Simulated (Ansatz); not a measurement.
# An elastic constant from a strain scan in YSb

Theory: Ansatz, DFT r2SCAN, scalar-relativistic, plane waves, PAW. The runs took a 500 eV cutoff, a Γ-centred 14×14×14 mesh and Gaussian smearing (0.15 eV). No spin polarisation. Energies are free energies at this smearing, counted from the undisturbed cell; pressure is positive in compression.

Zero of the scan (as given, not relaxed at this level; it stands at 0.6 GPa, and it needn't be the usual structure):

```
Y Sb
1.0
     0.00000    3.09500    3.09500
     3.09500    0.00000    3.09500
     3.09500    3.09500    0.00000
Y Sb
1 1
Direct
  0.50000 0.50000 0.50000
  0.00000 0.00000 0.00000
```

The cell is strained by ε times the Voigt pattern (0, 0, 0, 0, 1, 0) (xx, yy, zz, yz, xz, xy; engineering shear) with fractional coordinates fixed. The cell holds 2 atoms in V0 = 59.29 Å³. The stress column is τ = (1/V0) dE/dε, got from the stress tensor σ (compression positive) at each point as −det(1 + εP) σ : P(1 + εP)⁻¹, with P the pattern as a tensor.

```
      ε  ΔE (meV/atom)  τ (GPa)
-0.0525          7.339   -1.506
-0.0450          5.396   -1.293
-0.0375          3.751   -1.079
-0.0300          2.402   -0.864
-0.0225          1.353   -0.649
-0.0150          0.601   -0.433
-0.0075          0.150   -0.217
 0.0000          0.000    0.000
 0.0075          0.150    0.217
 0.0150          0.601    0.433
 0.0225          1.353    0.649
 0.0300          2.402    0.864
 0.0375          3.751    1.079
 0.0450          5.396    1.293
 0.0525          7.339    1.506
 0.0600              ?        ?
```

Which combination of elastic constants does this scan measure, and how large is it?

For small ε, τ = τ0 + Kε with K = pᵀCp, which for this pattern is C44 in the cubic axes. The parabola through τ at ε = -0.0075, 0 and 0.0075 has slope K = 28.9 GPa at zero. The energies per cell, E = NΔE, of the same two points give K = 2[E(ε₊)/ε₊ − E(ε₋)/ε₋]/[(ε₊ − ε₋)V0] = 28.9 GPa, in agreement.

Predict the withheld row at ε = 0.0600 from the harmonic law, and compare.

ΔE = V0(τ0 ε + Kε²/2)/N = 9.624 meV/atom and τ = 1.73 GPa. The calculation gives 9.577 meV/atom and 1.72 GPa, a miss of 0.5 % of the harmonic energy, so the harmonic law still holds here.

In a metal these slopes depend on the k mesh and the smearing.